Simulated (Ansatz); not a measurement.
Relaxed-ion elastic tensor of MgO (rock salt, Fm-3m) in GPa (Voigt order), the program Ansatz at the r²SCAN level (PAW); density 3.60 g/cm³, 9.29 Å³ per atom.

```
 311  94.7  94.7   0.0   0.0   0.0
94.7   311  94.7   0.0   0.0   0.0
94.7  94.7   311   0.0   0.0   0.0
 0.0   0.0   0.0   157   0.0   0.0
 0.0   0.0   0.0   0.0   157   0.0
 0.0   0.0   0.0   0.0   0.0   157
```

Question: Is the crystal mechanically stable?

Answer: Yes: the smallest eigenvalue of C is 157 GPa.

Question: Work out the Voigt, Reuss and Hill averages.

Answer: K_V = 167, K_R = 167, K_H = 167; G_V = 137, G_R = 133, G_H = 135 GPa.

Question: Give Young's modulus, Poisson's ratio, Pugh's ratio and the universal anisotropy index.

Answer: E = 9KG/(3K + G) = 319 GPa; ν = 0.18; K/G = 1.23 (brittle by the Pugh limit of 1.75); A_U = 5G_V/G_R + K_V/K_R − 6 = 0.17.

Question: Estimate the sound speeds and the Debye temperature.

Answer: v_l = √((K + 4G/3)/ρ) = 9810 m/s, v_t = √(G/ρ) = 6120 m/s, mean 6750 m/s; Θ = (h/k)(3n/4πV)^(1/3) v_m = 956 K.

Question: Give the Zener ratio and Young's modulus along [100], [110] and [111].

Answer: A = 2C44/(C11 − C12) = 1.45; 1/E = S11 − 2(S11 − S12 − S44/2)Γ with Γ = 0, 1/4, 1/3 gives 267, 330, 358 GPa.

Question: Solve the Christoffel equation for the three sound speeds along [100], [110], [111].

Answer: Eigenvalues of C_ijkl n_j n_l equal ρv². In km/s, slowest first: [100] 6.60, 6.60, 9.29; [110] 5.48, 6.60, 9.99; [111] 5.88, 5.88, 10.21.

Symmetry was held in the r²SCAN relaxation. The volume moved by -16 % from the start of the relaxation.

Potentials: the later of the program's two PAW sets.
